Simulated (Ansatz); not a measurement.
All numbers below come from Ansatz, DFT PBE, scalar-relativistic, plane waves, PAW. Settings: cutoff 420 eV, Γ-centred meshes spaced at most about 0.3 Å⁻¹, and about 0.25 Å⁻¹ or finer for metals (2π included), Gaussian smearing. No spin polarisation in the final relaxations.

These are static total energies at zero pressure. All come from trial cells, and lower structures may exist.

Question: Which of these relaxed structures of ReB3 is the lowest in energy?
1.

```cif
data_structure
_symmetry_space_group_name_H-M 'Pmm2'
_symmetry_Int_Tables_number 25
_cell_length_a 2.9250
_cell_length_b 3.9630
_cell_length_c 2.9164
_cell_angle_alpha 90.000
_cell_angle_beta 90.000
_cell_angle_gamma 90.000
_cell_volume 33.81
loop_
_atom_site_label
_atom_site_type_symbol
_atom_site_symmetry_multiplicity
_atom_site_Wyckoff_symbol
_atom_site_fract_x
_atom_site_fract_y
_atom_site_fract_z
_atom_site_occupancy
Re1 Re 1 b 0.00000 0.50000 0.60298 1
B1 B 2 h 0.50000 0.77207 0.10850 1
B2 B 1 a 0.00000 0.00000 0.17934 1
```

2.

```cif
data_structure
_symmetry_space_group_name_H-M 'P4/mmm'
_symmetry_Int_Tables_number 123
_cell_length_a 2.8046
_cell_length_b 2.8046
_cell_length_c 4.2859
_cell_angle_alpha 90.000
_cell_angle_beta 90.000
_cell_angle_gamma 90.000
_cell_volume 33.71
loop_
_atom_site_label
_atom_site_type_symbol
_atom_site_symmetry_multiplicity
_atom_site_Wyckoff_symbol
_atom_site_fract_x
_atom_site_fract_y
_atom_site_fract_z
_atom_site_occupancy
Re1 Re 1 d 0.50000 0.50000 0.50000 1
B1 B 2 g 0.00000 0.00000 0.79609 1
B2 B 1 c 0.50000 0.50000 0.00000 1
```

Answer: 1. It has space group Pmm2 (No. 25); the next, 2, with space group P4/mmm (No. 123), lies 220 meV/atom higher. Counting B atoms around Re (those within 1.25 times the shortest such distance or 1.15 times the sum of covalent radii, 1.27 where that leaves under three; a plus sign parts nearer from farther groups), the lowest has Re 10+2 and the next has Re 2+8. The lowest holds B–B chains (shortest 1.73 Å); the next holds B–B pairs (shortest 1.75 Å). Even the lowest lies +0.09 eV/atom against the elements.

Spin–orbit coupling, which can matter for Re, is left out. Cells relaxed within their symmetry can be saddle points. The Pmm2 cell of ReB3 came from shaking the P4/mmm one. Some candidate types were left out of the draw beforehand, so a known form may be missing.
